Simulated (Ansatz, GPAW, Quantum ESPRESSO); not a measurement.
**Hf2Pd2Se2Br2O3: 3 runs at one level of theory**

```
CELL_PARAMETERS angstrom
7.58666 -1.70971 -1.17576
7.58666 1.70971 -1.17576
-2.02446 0.00000 13.05155
ATOMIC_POSITIONS crystal
Hf 0.94514 0.94514 0.06144
Hf 0.60628 0.60628 0.28309
Pd 0.17920 0.17920 0.50964
Pd 0.32286 0.32286 0.74307
Se 0.92232 0.92232 0.84566
Se 0.78991 0.78991 0.58800
Br 0.58645 0.58645 0.04520
Br 0.24604 0.24604 0.28651
O 0.59701 0.59701 0.42127
O 0.38554 0.38554 0.07302
O 0.03094 0.03094 0.22169
```

The cell comes from a database or a generator and needn't be the stable form of this composition.

Alike in all runs: task band structure; functional PBE; k mesh 8 × 8 × 2; occupations fermi-dirac, width 0.05 eV; no spin polarisation; no spin-orbit coupling. Pressure is positive in compression and, in plane waves, holds the error of the finite cutoff, which Ansatz's Pulay term estimates and takes out. Gaps are the smaller of the mesh's and the band path's.

```json
{"program and potentials": "Ansatz, Ansatz PAW", "plane-wave cutoff (eV)": "420", "notes": "13.82 valence electrons an atom on average; Pulay term of +0.13 GPa included", "band gap (eV)": "0.65", "pressure (GPa)": "0.00", "largest force (eV/Å)": "0.006"}
{"program and potentials": "GPAW, GPAW PAW data sets (gpaw-data 1.2.1)", "plane-wave cutoff (eV)": "800", "notes": "9.09 valence electrons an atom on average", "band gap (eV)": "0.65", "pressure (GPa)": "0.37", "largest force (eV/Å)": "0.411"}
{"program and potentials": "Quantum ESPRESSO, SSSP 1.3 efficiency PBE", "plane-wave cutoff (eV)": "816", "notes": "9.45 valence electrons an atom on average", "band gap (eV)": "0.69", "pressure (GPa)": "-0.29", "largest force (eV/Å)": "0.216"}
```

Force on atom 9 (O), eV/Å:

| program and potentials | x | y | z |
| --- | --- | --- | --- |
| GPAW, GPAW PAW data sets (gpaw-data 1.2.1) | -0.106 | 0.000 | 0.397 |
| Quantum ESPRESSO, SSSP 1.3 efficiency PBE | 0.048 | 0.000 | -0.211 |

The band gap spans 0.65 (Ansatz, Ansatz PAW) to 0.69 eV (Quantum ESPRESSO, SSSP 1.3 efficiency PBE). The pressure spans -0.29 (Quantum ESPRESSO, SSSP 1.3 efficiency PBE) to 0.37 GPa (GPAW, GPAW PAW data sets (gpaw-data 1.2.1)). Spin-orbit coupling, left out here, moves the band edges of heavy atoms. The paths' points differ, which is worth about 0.01 eV.

Differences between rows come from potentials, basis sets and numerical settings, since the functional is the same but for its coding. Runs on potential files found faulty are left out.
